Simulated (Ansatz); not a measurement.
LaTiO₃:
Space group Pm-3m (No. 221); a = b = c = 3.9330 Å, α = β = γ = 90.00°

```csv
atom,site,symmetry,x,y,z
O,3c,4/mm.m,0.0000,0.5000,0.5000
Ti,1b,m-3m,0.5000,0.5000,0.5000
La,1a,m-3m,0.0000,0.0000,0.0000
```

Relaxed with r²SCAN.

**Question.** Which orbitals make up the states near the Fermi level in plane-wave PAW r²SCAN (Ansatz code)?

**Answer.** Within 0.5 eV of the Fermi level: Ti 3d 55 %, La 4f 21 %, La 5d 18 %. Projections are on Löwdin-orthogonalised atomic valence shells; empty p or d shells of many metals are not among them.

**Question.** Tabulate the density of states.

**Answer.** States/eV per cell of 5 atoms, in 0.25 eV bins, energy from the Fermi level.

| E (eV) | total | O 2p | La 4f | Ti 3d |
|---|---|---|---|---|
| -7.85 | 3.55 | 2.52 | 0.02 | 0.49 |
| -7.60 | 3.52 | 2.49 | 0.02 | 0.67 |
| -7.35 | 3.87 | 2.80 | 0.01 | 0.76 |
| -7.10 | 11.07 | 8.20 | 0.03 | 1.45 |
| -6.85 | 8.45 | 6.55 | 0.06 | 0.75 |
| -6.60 | 3.18 | 2.49 | 0.04 | 0.27 |
| -6.35 | 1.87 | 1.47 | 0.03 | 0.15 |
| -6.10 | 2.11 | 1.74 | 0.04 | 0.13 |
| -5.85 | 3.60 | 3.05 | 0.05 | 0.11 |
| -5.60 | 2.96 | 2.61 | 0.06 | 0.07 |
| -5.35 | 5.41 | 4.80 | 0.10 | 0.13 |
| -5.10 | 5.52 | 4.91 | 0.07 | 0.17 |
| -4.85 | 5.87 | 5.35 | 0.06 | 0.16 |
| -4.60 | 3.63 | 3.38 | 0.05 | 0.06 |
| -4.35 | 1.90 | 1.80 | 0.03 | 0.01 |
| -4.10 | 0.00 | 0.00 | 0.00 | 0.00 |
| -3.85 | 0.00 | 0.00 | 0.00 | 0.00 |
| -3.60 | 0.00 | 0.00 | 0.00 | 0.00 |
| -3.35 | 0.00 | 0.00 | 0.00 | 0.00 |
| -3.10 | 0.00 | 0.00 | 0.00 | 0.00 |
| -2.85 | 0.00 | 0.00 | 0.00 | 0.00 |
| -2.60 | 0.00 | 0.00 | 0.00 | 0.00 |
| -2.35 | 0.00 | 0.00 | 0.00 | 0.00 |
| -2.10 | 0.00 | 0.00 | 0.00 | 0.00 |
| -1.85 | 0.00 | 0.00 | 0.00 | 0.00 |
| -1.60 | 0.00 | 0.00 | 0.00 | 0.00 |
| -1.35 | 0.00 | 0.00 | 0.00 | 0.00 |
| -1.10 | 0.00 | 0.00 | 0.00 | 0.00 |
| -0.85 | 0.05 | 0.00 | 0.00 | 0.04 |
| -0.60 | 0.85 | 0.01 | 0.06 | 0.68 |
| -0.35 | 1.35 | 0.05 | 0.15 | 1.00 |
| -0.10 | 1.80 | 0.09 | 0.24 | 1.15 |
| 0.15 | 2.43 | 0.13 | 0.46 | 1.30 |
| 0.40 | 3.52 | 0.19 | 1.06 | 1.51 |
| 0.65 | 8.05 | 0.30 | 4.62 | 2.00 |
| 0.90 | 12.17 | 0.29 | 9.81 | 1.54 |
| 1.15 | 24.05 | 0.28 | 22.15 | 1.09 |

The workflow started from an entry of the Crystallography Open Database (COD), which files this formula under 2 space groups. Its standing as an ambient phase is unchecked. Symmetry was held in the r²SCAN relaxation; whether a distortion lowers the energy is not shown. The run is not spin-polarised. Without spin polarisation and U, an open-shell compound can come out a false metal. Spin–orbit coupling is left out wherever it is not named.

Potentials: the later of the program's two PAW sets.
